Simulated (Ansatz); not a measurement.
Calculated with Ansatz: TaAgBr3, settings compared

input.yaml:

```yaml
crystal:
  lattice:
    - [7.169207, 0.0, 0.0]
    - [-3.584604, 6.208722, 0.0]
    - [0.0, -4.139144, 5.929234]
  atoms:
    - { symbol: Ta, position: [0.0, 0.0, 0.0] }
    - { symbol: Ta, position: [0.5, 0.0, 0.5] }
    - { symbol: Br, position: [0.8108, 0.5117, 0.753] }
    - { symbol: Br, position: [0.2413, 0.0521, 0.753] }
    - { symbol: Br, position: [0.7009, 0.9422, 0.753] }
    - { symbol: Br, position: [0.7413, 0.9422, 0.253] }
    - { symbol: Br, position: [0.2009, 0.5117, 0.253] }
    - { symbol: Br, position: [0.3108, 0.0521, 0.253] }
    - { symbol: Ag, position: [0.2492, 0.4984, 0.7476] }
    - { symbol: Ag, position: [0.7492, 0.4984, 0.2476] }
  symmetry: { tolerance: 0.0003 }
kpoints:
  mp_grid: { grid: [4, 4, 4], shift: [0, 0, 0] }
magnetization:
  spin_polarized: false
scf:
  occupations: { method: fermi_dirac }
hamiltonian:
  pseudopotentials: { kind: paw }
  xc: pbe
basis:
  ecutwfc: 420
output:
  forces: true
  stress: true
  eigenvalues: true
```

The command:

```bash
ansatz run input.yaml --threads 1 --pin off --max-ram 2560MiB --backend cpu --events-out ev --progress --plain --runs-dir out
```

Origin of the cell: a known structure type with other elements, at an estimated volume, so it need not be a known compound.

The smearing width isn't typed, so it takes its default of 0.1 eV.

Output of this run (shortened):

```
Warning: crystal.lattice misses the space group found at crystal.symmetry.tolerance 3.0e-4 in a digit that the deck types, which is why this is a warning: making the lattice exact moves one o […]
Pseudopotentials: kind: paw
Pseudopotential: Ta, paw, valence charge 13, recommended cutoff 420 eV (normal), Ta.paw.azcp
Pseudopotential: Br, paw, valence charge 7, recommended cutoff 420 eV (normal), Br.paw.azcp
Pseudopotential: Ag, paw, valence charge 19, recommended cutoff 420 eV (normal), Ag.paw.azcp
Functional definition: PBE
  exchange = pbe_x(kappa = kappa, mu = beta*pi^2/3)
  correlation = pbe_c(beta = beta)
Crystal: 10 atoms, lattice volume = 263.920 Å³
Basis set: ecut = 420 eV, 5089 PW (Γ), exchange–correlation on 96×96×100 points (8 copies of the dense FFT grid, shifted against one another)
Bands: 64, of which v1, the nominal top of the filled ones, is band 53 counted from 1 (52 counted from 0)
Symmetry: 6 space group operations
[… 8 lines left out …]
Initial density: superposition of atomic densities (neutral atoms: chi_scale 0, normalization atom), corrected by the library's trained network
Functional: x = pbe(κ = 0.804, μ = 0.219515), c = pbe(β = 0.066725)
SCF iter   1: F=—  HF=-51744.114674 eV  Δρ=7.33e-3  dr2=6.71e-1
SCF iter   2: F=—  HF=-51744.031270 eV  Δρ=3.07e-3  dr2=5.48e-2
SCF iter   3: F=—  HF=-51744.025776 eV  Δρ=1.00e-3  dr2=3.05e-3
SCF iter   4: F=—  HF=-51744.025616 eV  Δρ=4.80e-4  dr2=7.66e-4
SCF iter   5: F=—  HF=-51744.025632 eV  Δρ=9.99e-5  dr2=4.33e-5
SCF iter   6: F=—  HF=-51744.025459 eV  Δρ=3.39e-5  dr2=3.89e-6
SCF iter   7: F=—  HF=-51744.025462 eV  Δρ=8.74e-6  dr2=3.22e-7
SCF iter   8: F=-51744.025462 eV  HF=-51744.025462 eV  Δρ=2.02e-6  dr2=1.53e-8
SCF 1 converged in 8 iterations: F = -51744.025462 eV  dr2 = 1.53e-8
SCF converged after 8 iterations
Free energy (F): -51744.025462 eV
Harris-Foulkes:  -51744.025462 eV  (|F-HF|=2.29e-8)
Internal energy: -51743.694022 eV  (E = F + TS)
E sigma→0 (E₀):  -51743.859742 eV
Entropy (-TS):   -0.331440 eV (-33.144 meV/atom)
Fermi energy:    8.624940 eV
--- Per-component energies (eV) ---
  E_band       = -1288.207853
  E_kinetic    = 2595.080993
  E_local      = -10088.955201  (includes V_loc(G=0)·N_el)
  E_nonlocal   = 617.256766
  E_hartree    = 4104.514265
  E_xc         = -2386.699951
  E_vxc        = -1490.155047  (∫ρ·V_xc dr)
  E_paw        = -38084.823693  (= ΣΔE_a)
  E_vpaw       = -1130.465352  (= ΣTr[D̂ρ^β])
  E_aug_tail   = 0.000957  (compensation charges beyond the density's cutoff)
  E_ewald      = -8500.068159
  E_smearing   = -0.331440  (= −TS)
  Σ components = -51744.025462   (vs F -51744.025462, Δ=0.00e0)
--- Forces (eV/Å), atoms counted from 1 ---
  atom   1  Ta    -0.000000     0.000000     0.902963
  atom   2  Ta    -0.000000     0.000000     0.902963
  atom   3  Br     0.432038    -0.606821    -0.295506
[… 2 lines left out …]
  atom   6  Br     0.741541    -0.070746    -0.295506
  atom   7  Br    -0.432038    -0.606821    -0.295506
  atom   8  Br    -0.309503     0.677566    -0.295506
  atom   9  Ag     0.000000    -0.000000    -0.016465
  atom  10  Ag     0.000000    -0.000000    -0.016465
  max |Σ_I F_I| component: 3.88e-5 eV/Å
--- Stress (GPa, compression-positive) ---
        1.688996       0.000000       0.000000
        0.000000       1.688996      -0.000000
        0.000000      -0.000000       1.230560
  P = ⅓ Tr σ = 1.5362 GPa (15.362 kbar)
```

The same input was run again with these changes:

1. `hamiltonian.hubbard` default → { sites: [{ species: Ag, l: d, u_eff: 5.0 }], double_counting: fll }
2. `basis.ecutwfc` 420 → "800 eV"; `basis.ecutrho_ratio` default → 12
3. `scf.occupations.width` default → 0.15; `scf.n_extra_bands` default → 32
4. `scf.eigensolver.kind` default → davidson

```csv
run,end,SCF iterations,P (GPa),max force component (eV/Å),moment (μB),ΔE(σ→0) (meV/atom)
base,converged,8,1.54,0.903,–,0
1,converged,10,1.68,0.908,–,–
2,converged,8,1.53,0.903,–,-1.22
3,converged,8,1.72,0.912,–,-2.05
4,converged,8,1.54,0.903,–,0.00
```

Energies are compared only where functional, datasets, charge and starting cell are the same.

Caveats of the base run: no moments, though an odd count or open d shells may carry them; no spin-orbit coupling, though heavy elements are present; the k mesh is coarse if the cell is a metal.

Time of the base run: 8.1 s on 1 thread of Intel(R) Xeon(R) 6975P-C (Granite Rapids), with other jobs on the host, peak memory 0.57 GiB, from the program's own first density.
